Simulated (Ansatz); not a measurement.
TlBr:
```xyz
2
Lattice="0.0000 3.7519 3.7519 3.7519 0.0000 3.7519 3.7519 3.7519 0.0000" Properties=species:S:1:pos:R:3 pbc="T T T"
Br     5.6279     5.6279     5.6279
Tl     0.0000     0.0000     0.0000
```

Relaxed with PBE. Special points in fractions of this cell's reciprocal vectors: Γ (0.000, 0.000, 0.000); X (0.500, 0.000, 0.500); U (0.625, 0.250, 0.625); K (0.375, 0.375, 0.750); L (0.500, 0.500, 0.500); W (0.500, 0.250, 0.750).

**Question.** List the band energies nearest the valence-band maximum at these points for PBE (plane waves, PAW; program Ansatz).

**Answer.** In eV from the valence-band maximum; about four levels below and three above (degenerate sets whole), none deeper than 8.9 eV; points with the same levels are listed once.

```csv
k,below,above
Γ,-3.69 -1.13 -1.13 -1.13,4.47 4.47 4.47
X,-4.41 -1.57 -1.57 -0.12,2.95 5.56 5.56
U,-4.39 -1.72 -1.49 -0.08,3.50 4.85 5.32
L,-4.30 -1.31 -1.31 -0.75,4.01 4.80 4.80
W,-4.40 -1.68 -1.61 0.00,4.00 4.07 5.58
```

Space group F-43m (zinc blende). The cell is a constructed one: a structure type filled with these elements; neither database checked (COD, Materials Project) lists it. COD files the formula under space group No. 221, so this cell is another polymorph or a model. Its standing as an ambient phase is unchecked. The cell was relaxed with PBE under the symmetry of its start; phonons on a q-mesh show no instability. Spin–orbit coupling is left out wherever it is not named.

Potentials: the later of the program's two PAW sets.
